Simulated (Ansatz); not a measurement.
Compressing BaIn$_{2}$Pt$_{2}$: a fit and a missing row

BaIn$_{2}$Pt$_{2}$, I4/mmm, a = 4.563 Å, c = 11.670 Å. The structure is a Materials Project entry; whether it is the stable form wasn't checked. Ansatz: r2SCAN, PAW, 500 eV, Γ-centred 12×12×12 mesh on 5 atoms, Gaussian smearing 0.10 eV; no spin polarisation. Shape and atoms are relaxed at each volume; pressure is positive in compression.

```
V (Å³/atom) P (GPa)
     22.837        ?
     23.565     2.73
     24.294     0.00
     25.023    -2.29
     25.752    -4.17
```

**Question.** Take V0 = 24.294 Å³/atom, fit the third-order Birch–Murnaghan form to the other rows, and predict the missing pressure.

**Answer.** With the Eulerian strain f = ½[(V0/V)^(2/3) − 1] and y = P/[3f(1 + 2f)^(5/2)], the form is the line y = B0 + 1.5 B0 (B0′ − 4) f. Rows (f, y): 0.01026, 84.3; -0.00976, 82.2; -0.01906, 80.4. Means f = -0.006187, y = 82.300; Σ(Δf)² = 0.0004490, ΣΔfΔy = 0.05771; the slope is their ratio. y = 83.10 + 128.5 f GPa, so B0 = 83.1 GPa and B0′ = 4 + 2 × (128.5)/(3 × 83.10) = 5.03. At V = 22.837, f = 0.02105, y = 85.80 and P = 6.01 GPa. The run gave 5.97 GPa, so the fit is 0.04 GPa too high, a small miss on the scale of the series. The form still works here, 33 % of the fitted range beyond its end.

Spin–orbit coupling is left out, which can shift energies with elements as heavy as these.

Cost: 5 runs of about 15 core-minutes in all, on Intel Xeon 6975P-C (Granite Rapids) (shared hosts).